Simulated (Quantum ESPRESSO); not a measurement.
```
CELL_PARAMETERS angstrom
      3.24619     0.00000     0.00000
     -1.62309     2.81128     0.00000
      0.00000     0.00000    16.30000
ATOMIC_POSITIONS crystal
  Se 0.00000 0.00000 0.89792
  Se 0.00000 0.00000 0.10208
  W  0.33333 0.66667 0.00000
```

The layer was cut from Materials Project entry mp-1821 and relaxed with LDA in a cell 16.3 Å high, with the Coulomb interaction truncated along z.

**Question.** What does LDA (pw.x of Quantum ESPRESSO, ONCV potentials, scalar-relativistic) give for the electronic structure near the Fermi level?

**Answer.** The LDA gap is indirect, 1.70 eV, from K to 50 % of the way from K to Γ; the smallest direct gap is 1.74 eV. The valence-band maximum lies 5.36 eV below the vacuum level. Spin-orbit coupling is left out, which matters for elements this heavy: edges can move by tenths of an eV.
